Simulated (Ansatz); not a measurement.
KLaPdO3 in space group C2/m (No. 12; Pearson symbol mS24) under volume change, DFT-r²SCAN in the program Ansatz with PAW potentials, shape and atoms relaxed at each volume.

```json
[
 {"V (Å³/atom)": "14.581", "E − E(relaxed) (meV/atom)": "33.0", "P (GPa)": "8.02"},
 {"V (Å³/atom)": "15.062", "E − E(relaxed) (meV/atom)": "13.8", "P (GPa)": "4.88"},
 {"V (Å³/atom)": "15.542", "E − E(relaxed) (meV/atom)": "3.2", "P (GPa)": "2.23"},
 {"V (Å³/atom)": "16.023", "E − E(relaxed) (meV/atom)": "0.0", "P (GPa)": "0.00"},
 {"V (Å³/atom)": "16.504", "E − E(relaxed) (meV/atom)": "2.9", "P (GPa)": "-1.85"},
 {"V (Å³/atom)": "16.984", "E − E(relaxed) (meV/atom)": "10.8", "P (GPa)": "-3.38"},
 {"V (Å³/atom)": "17.465", "E − E(relaxed) (meV/atom)": "22.8", "P (GPa)": "-4.59"}
]
```

Problem. What does a third-order Birch–Murnaghan fit give for V₀, B₀ and B′?

Solution. V₀ = 16.03 Å³/atom, B₀ = 66.9 GPa, B′ = 5.1.

The first step of the workflow began from a Materials Project structure, measured or hypothetical; the Crystallography Open Database files this formula in space group No. 12, but the cells were not matched. Whether it is the stable phase at ambient conditions was not checked. Symmetry was held in the r²SCAN relaxation; its stability against distortions is not shown here. The run is not spin-polarised. Spin–orbit coupling is left out wherever it is not named.

Potentials: the later of the program's two PAW sets.
